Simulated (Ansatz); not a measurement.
# Collinear states of Mn$_{3}$Ag

Theory: Ansatz, DFT PBE, scalar-relativistic, plane waves, PAW.

```yaml
crystal:
  lattice:
    - [0.00000, 3.11421, 3.11421]
    - [3.11421, 0.00000, 3.11421]
    - [3.11421, 3.11421, 0.00000]
  atoms:
    - { symbol: Mn, position: [0.25000, 0.25000, 0.25000] }
    - { symbol: Mn, position: [0.75000, 0.75000, 0.75000] }
    - { symbol: Mn, position: [0.50000, 0.50000, 0.50000] }
    - { symbol: Ag, position: [0.00000, 0.00000, 0.00000] }
```

The plane-wave cutoff is 420 eV and the Γ-centred k-mesh is 12×12×12. The occupation rule is Gaussian smearing, 0.1 eV and the list of starting moments (μB, in atom order) is 4 4 4 0. The check for lower electronic states after the SCF is off.

Each order was relaxed in cell and atoms. Signs run over the atoms with starting moments. Site moments are spin moments in atom-centred spheres that scale with the neighbour distance. The states are those that the runs reached from these starts; a lower one can exist.

Q: Starts tried: no spin; ferromagnetic; ferrimagnetic in the cell, signs ++-. Which state comes out lowest, and what are the moments?

A: The lowest state is ferrimagnetic, reached from the start “ferrimagnetic in the cell, signs ++-”, with site moments (μB) Mn +3.59 (×2), Mn -3.33, Ag +0.07.

```tsv
start	ends	energy above lowest (meV/atom)	site moments (μB)	gap on mesh (eV)	volume (Å³/atom)
no spin	non-magnetic	381	none over 0.05	metal	12.49
ferromagnetic	ferromagnetic	228	Mn +3.63 (×2), Mn +3.54, Ag +0.11	metal	15.61
ferrimagnetic in the cell, signs ++-	ferrimagnetic	0.00	Mn +3.59 (×2), Mn -3.33, Ag +0.07	metal	15.10
```

Cost: 3 runs of about 2.9 core-minutes in all, on Arm Neoverse V2 (shared hosts).